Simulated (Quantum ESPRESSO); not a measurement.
## Mo4AlTiRe2 (different elements on one site, starting from this cell)

Simulated, not a measurement. The program is pw.x of Quantum ESPRESSO 7.5 (plane-wave density functional theory). The cell is made up: eight metal atoms on a face-centred cubic lattice, with elements, volume, strain and displacements drawn at random and not relaxed, so it may be unstable or far from any real phase. PseudoDojo standard norm-conserving files set the functional (PBE unless stated); there is no spin polarisation or spin-orbit coupling, the Fermi-Dirac width of 0.25 eV means electrons at about 2900 K, and the masses in the input are unused placeholders. Heavy elements are run without spin-orbit coupling, which real alloys of them have. A spin test at this wide smearing found no moment, but such smearing suppresses magnetism that the real alloy may have.

The runs put different elements on site 3. Cell, positions, cutoff, mesh and smearing stay as in the input of run 1; sites are counted in its order. Stress in the tables is positive in tension.

Input of run 1:

```
&control calculation='scf', pseudo_dir='./dojo.nc.sr.pbe.v0_5.standard.upf', outdir='./o', disk_io='minimal', tprnfor=.true., tstress=.true. /
&system ibrav=0, nat=8, ntyp=4, nbnd=68, ecutwfc=84.00895049, nosym=.true., tot_charge=0,
 occupations='smearing', smearing='fd', degauss=0.0183746611
/
&electrons conv_thr=1.470e-08, electron_maxstep=70, mixing_beta=0.5 /
ATOMIC_SPECIES
Al 1.0 Al.upf
Mo 1.0 Mo.upf
Re 1.0 Re.upf
Ti 1.0 Ti.upf
CELL_PARAMETERS angstrom
-0.0257 3.8365 3.9717
3.9447 -0.01 3.956
3.9741 3.8502 -0.0394
ATOMIC_POSITIONS angstrom
Mo -0.025 -0.0171 0.0435
Al 1.9698 1.9121 0.0109
Ti 1.8833 -0.0026 1.9542
Mo 3.951 1.8835 1.8926
Mo -0.0247 1.8733 2.014
Re 2.0163 3.7604 1.9856
Re 2.0467 1.89 3.9901
Mo 3.978 3.8702 3.9602
K_POINTS automatic
5 5 5 1 1 1
```

| run | elements on sites 1 to 8 | -TS (eV) | pressure (GPa) | stress xx (GPa) | stress yy (GPa) | stress zz (GPa) | stress yz (GPa) | stress xz (GPa) | stress xy (GPa) | iterations |
| --- | --- | --- | --- | --- | --- | --- | --- | --- | --- | --- |
| 1 | Mo Al Ti Mo Mo Re Re Mo | -1.598 | 7.91 | -9.26 | -6.16 | -8.32 | 0.87 | -0.91 | 0.30 | 17 |
| 2 | Mo Al Ir Mo Mo Re Re Mo | -1.563 | 3.86 | -5.79 | -3.61 | -2.18 | -1.88 | -1.57 | 0.10 | 16 |
| 3 | Mo Al Au Mo Mo Re Re Mo | -1.399 | 8.63 | -11.10 | -8.50 | -6.28 | -0.61 | -1.84 | 0.35 | 17 |
| 4 | Mo Al V Mo Mo Re Re Mo | -1.674 | 3.41 | -4.24 | -2.15 | -3.84 | 0.64 | -0.95 | 0.25 | 18 |
| 5 | Mo Al Hf Mo Mo Re Re Mo | -1.527 | 17.30 | -18.60 | -15.57 | -17.75 | 0.95 | -1.00 | 0.41 | 17 |

Forces Fx Fy Fz (eV/Å):

```
site              run 1              run 2              run 3              run 4              run 5
   1   0.19 -0.18 -1.04   0.18 -0.04 -0.73   -0.03 0.05 -0.94   0.29 -0.18 -0.91  -0.02 -0.19 -1.29
   2  -0.26 -0.09 -0.63  -0.21 -0.19 -0.54  -0.19 -0.19 -0.52  -0.25 -0.13 -0.60   -0.26 0.02 -0.73
   3    0.91 -0.35 0.33    0.72 -0.19 0.27    1.41 -0.40 0.46    0.61 -0.27 0.24    1.47 -0.53 0.55
   4    0.46 -0.40 0.71    0.47 -0.21 0.79    0.43 -0.32 0.68    0.50 -0.30 0.78    0.37 -0.54 0.65
   5    -0.13 0.83 0.27    -0.11 0.52 0.13    -0.39 0.79 0.01    -0.01 0.69 0.26    -0.37 1.10 0.31
   6    -0.67 0.37 0.32    -0.52 0.49 0.19    -0.59 0.50 0.22    -0.64 0.37 0.29    -0.67 0.35 0.34
   7   -0.34 0.15 -0.12   -0.45 0.08 -0.12  -0.44 -0.05 -0.12   -0.43 0.20 -0.12   -0.24 0.08 -0.16
   8   -0.14 -0.32 0.17   -0.07 -0.46 0.01   -0.20 -0.38 0.20   -0.07 -0.38 0.06   -0.26 -0.28 0.33
```

Energies are left out, as each element's file has its own zero. A rerun of one cell of this series at a higher cutoff and on a denser mesh moved values by no more than 0.003 eV in energy, 0.08 GPa in stress and 0.007 eV/Å in force, and a second program with other atomic files agreed on that cell to 2 % rms in force and 0.5 GPa in pressure.